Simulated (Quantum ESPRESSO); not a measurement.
Os4Nb2IrZr, input and log of a self-consistent run

Computed values, not a measurement. The program is pw.x of Quantum ESPRESSO 7.5 (plane-wave density functional theory). The cell is made up: eight metal atoms on a hexagonal close-packed lattice, with elements, volume, strain and displacements drawn at random and not relaxed, so it may be unstable or far from any real phase. PseudoDojo standard norm-conserving files set the functional (PBE unless stated); there is no spin polarisation or spin-orbit coupling, the Fermi-Dirac width of 0.25 eV means electrons at about 2900 K, and the masses in the input are unused placeholders. Heavy elements are run without spin-orbit coupling, which real alloys of them have. A spin test at this wide smearing found no moment, but such smearing suppresses magnetism that the real alloy may have.

Input:

```
&control calculation='scf', pseudo_dir='./dojo.nc.sr.pbe.v0_5.standard.upf', outdir='./o', disk_io='minimal', tprnfor=.true., tstress=.true. /
&system ibrav=0, nat=8, ntyp=4, nbnd=78, ecutwfc=82.02448710, nosym=.true., tot_charge=0,
 occupations='smearing', smearing='fd', degauss=0.0183746611
/
&electrons conv_thr=1.470e-08, electron_maxstep=70, mixing_beta=0.5 /
ATOMIC_SPECIES
Ir 1.0 Ir.upf
Nb 1.0 Nb.upf
Os 1.0 Os.upf
Zr 1.0 Zr.upf
CELL_PARAMETERS angstrom
2.8652 0.0 0.0
1.4326 -2.4813 -4.5214
1.4326 7.444 -4.5214
ATOMIC_POSITIONS angstrom
Os -0.0673 -0.0695 -0.0247
Os 1.4258 2.3972 -4.4634
Nb 1.3293 -0.8076 -2.2583
Ir 2.8549 1.6101 -6.7186
Os 2.9092 5.0866 -4.4859
Nb 2.8183 -0.0836 -4.4548
Os 2.7435 1.4911 -2.3131
Zr 4.2373 4.1863 -6.8044
K_POINTS automatic
8 5 3 1 1 1
```

The log is shortened where brackets say so; the opening notice, blank lines, dates and the lines on written files are dropped, and the path of the files is cut. It prints rydbergs, bohrs and kilobars, and counts compression as positive stress. Its total energy is the free energy E - TS of the whole cell.

```
     Program PWSCF v.7.5
     Parallel version (MPI & OpenMP), running on       4 processor cores
     Number of MPI processes:                 4
     Threads/MPI process:                     1
     [start-up lines left out]
     bravais-lattice index     =            0
     lattice parameter (alat)  =       5.4144  a.u.
     unit-cell volume          =     867.6970 (a.u.)^3
     number of atoms/cell      =            8
     number of atomic types    =            4
     number of electrons       =       119.00
     number of Kohn-Sham states=           78
     kinetic-energy cutoff     =      82.0245  Ry
     charge density cutoff     =     328.0979  Ry
     scf convergence threshold =      1.5E-08
     mixing beta               =       0.5000
     number of iterations used =            8  plain     mixing
     Exchange-correlation= PBE
                           (   1   4   3   4   0   0   0)
     [axes and pseudopotential details left out]
   Cartesian axes
     site n.     atom                  positions (alat units)
         1        Os     tau(   1) = (  -0.0234888  -0.0242566  -0.0086207  )
         2        Os     tau(   2) = (   0.4976267   0.8366606  -1.5577970  )
         3        Nb     tau(   3) = (   0.4639467  -0.2818651  -0.7881823  )
         4        Ir     tau(   4) = (   0.9964051   0.5619503  -2.3448974  )
         5        Os     tau(   5) = (   1.0153567   1.7753036  -1.5656499  )
         6        Nb     tau(   6) = (   0.9836312  -0.0291777  -1.5547955  )
         7        Os     tau(   7) = (   0.9575248   0.5204174  -0.8073084  )
         8        Zr     tau(   8) = (   1.4788845   1.4610847  -2.3748429  )
     number of k points=    60  Fermi-Dirac smearing, width (Ry)=  0.0184
                       cart. coord. in units 2pi/alat
        k(    1) = (   0.0625000   0.0192451  -0.0541282), wk =   0.0333333
        k(    2) = (   0.0625000  -0.1732058   0.0514870), wk =   0.0333333
     [further k points left out]
     Dense  grid:    87115 G-vectors     FFT dimensions: (  32,  60, 100)
     Estimated max dynamical RAM per process >     367.36 MB
     Estimated total dynamical RAM >       1.37 GB
     Initial potential from superposition of free atoms
     starting charge     118.9920, renormalised to     119.0000
     Starting wfcs are   80 randomized atomic wfcs
     total cpu time spent up to now is        7.8 secs
     per-process dynamical memory:   294.7 Mb
     Self-consistent Calculation
     iteration #  1     ecut=    82.02 Ry     beta= 0.50
     Davidson diagonalization with overlap
     ethr =  1.00E-02,  avg # of iterations =  3.6
     total cpu time spent up to now is       28.5 secs
     total energy              =   -1389.29318641 Ry
     estimated scf accuracy    <       1.67295042 Ry
     iteration #  2     ecut=    82.02 Ry     beta= 0.50
     Davidson diagonalization with overlap
     ethr =  1.41E-03,  avg # of iterations =  5.8
     total cpu time spent up to now is       52.8 secs
     total energy              =   -1385.86441509 Ry
     estimated scf accuracy    <      85.20120691 Ry
     iteration #  3     ecut=    82.02 Ry     beta= 0.50
     Davidson diagonalization with overlap
     ethr =  1.41E-03,  avg # of iterations =  6.2
     total cpu time spent up to now is       75.5 secs
     total energy              =   -1389.90200498 Ry
     estimated scf accuracy    <       4.12458586 Ry
     iteration #  4     ecut=    82.02 Ry     beta= 0.50
     Davidson diagonalization with overlap
     ethr =  1.41E-03,  avg # of iterations =  1.4
     total cpu time spent up to now is       91.6 secs
     total energy              =   -1390.18276616 Ry
     estimated scf accuracy    <       0.34011545 Ry
     iteration #  5     ecut=    82.02 Ry     beta= 0.50
     Davidson diagonalization with overlap
     ethr =  2.86E-04,  avg # of iterations =  3.2
     total cpu time spent up to now is      110.9 secs
     total energy              =   -1390.17600300 Ry
     estimated scf accuracy    <       0.61888677 Ry
     [iterations 6 to 17 left out]
     iteration # 18     ecut=    82.02 Ry     beta= 0.50
     Davidson diagonalization with overlap
     ethr =  7.77E-10,  avg # of iterations =  2.0
     total cpu time spent up to now is      339.5 secs
     total energy              =   -1390.23211206 Ry
     estimated scf accuracy    <       0.00000081 Ry
     iteration # 19     ecut=    82.02 Ry     beta= 0.50
     Davidson diagonalization with overlap
     ethr =  6.77E-10,  avg # of iterations =  1.0
     total cpu time spent up to now is      354.9 secs
     total energy              =   -1390.23211213 Ry
     estimated scf accuracy    <       0.00000014 Ry
     iteration # 20     ecut=    82.02 Ry     beta= 0.50
     Davidson diagonalization with overlap
     ethr =  1.17E-10,  avg # of iterations =  2.0
     total cpu time spent up to now is      371.4 secs
     total energy              =   -1390.23211214 Ry
     estimated scf accuracy    <       0.00000007 Ry
     iteration # 21     ecut=    82.02 Ry     beta= 0.50
     Davidson diagonalization with overlap
     ethr =  5.48E-11,  avg # of iterations =  1.2
     total cpu time spent up to now is      387.5 secs
     total energy              =   -1390.23211215 Ry
     estimated scf accuracy    <       0.00000002 Ry
     iteration # 22     ecut=    82.02 Ry     beta= 0.50
     Davidson diagonalization with overlap
     ethr =  1.84E-11,  avg # of iterations =  2.1
     total cpu time spent up to now is      404.0 secs
     End of self-consistent calculation
     [lines on levels left out]
!    total energy              =   -1390.23211214 Ry
     estimated scf accuracy    <          8.7E-09 Ry
     smearing contrib. (-TS)   =      -0.11927429 Ry
     internal energy E=F+TS    =   -1390.11283785 Ry
     The total energy is F=E-TS. E is the sum of the following terms:
     one-electron contribution =    -217.47716250 Ry
     hartree contribution      =     183.77226488 Ry
     xc contribution           =    -281.27831402 Ry
     ewald contribution        =   -1075.12962621 Ry
     convergence has been achieved in  22 iterations
     Forces acting on atoms (cartesian axes, Ry/au):
     atom    1 type  3   force =     0.00352206   -0.00962847   -0.03307467
     atom    2 type  3   force =    -0.01094559    0.03081019    0.01544226
     atom    3 type  2   force =     0.01046008    0.04764049    0.07092571
     atom    4 type  1   force =    -0.00163738   -0.01353541   -0.00798268
     atom    5 type  3   force =    -0.01110980   -0.05890163    0.02700726
     atom    6 type  2   force =    -0.00190610    0.01277705   -0.10456581
     atom    7 type  3   force =     0.01560214    0.06529531   -0.00460612
     atom    8 type  4   force =    -0.00398541   -0.07445753    0.03685405
     Total force =     0.192445     Total SCF correction =     0.000558
     Computing stress (Cartesian axis) and pressure
          total   stress  (Ry/bohr**3)                   (kbar)     P=       20.42
   0.00018260  -0.00002506   0.00004410           26.86       -3.69        6.49
  -0.00002506  -0.00002374  -0.00001180           -3.69       -3.49       -1.74
   0.00004410  -0.00001180   0.00025751            6.49       -1.74       37.88
     init_run     :      7.38s CPU      7.64s WALL (       1 calls)
     electrons    :    389.23s CPU    396.30s WALL (       1 calls)
     forces       :      3.25s CPU      3.25s WALL (       1 calls)
     stress       :     11.11s CPU     11.11s WALL (       1 calls)
     [timing details left out]
     PWSCF        :   6m51.09s CPU   6m58.49s WALL
     JOB DONE.
```

In other units: free energy -18915.071 eV for the cell, pressure 2.04 GPa, largest force component 2.688 eV/Å in size. The run took 420 s of wall time with four MPI processes on a shared machine (Intel Xeon, 2023 or later, virtual cores), so the time is rough. A rerun of this cell at a higher cutoff and on a denser mesh moved values by no more than 0.004 eV in energy, 0.10 GPa in stress and 0.009 eV/Å in force, and a second program with other atomic files agreed on that cell to 2 % rms in force and 0.5 GPa in pressure.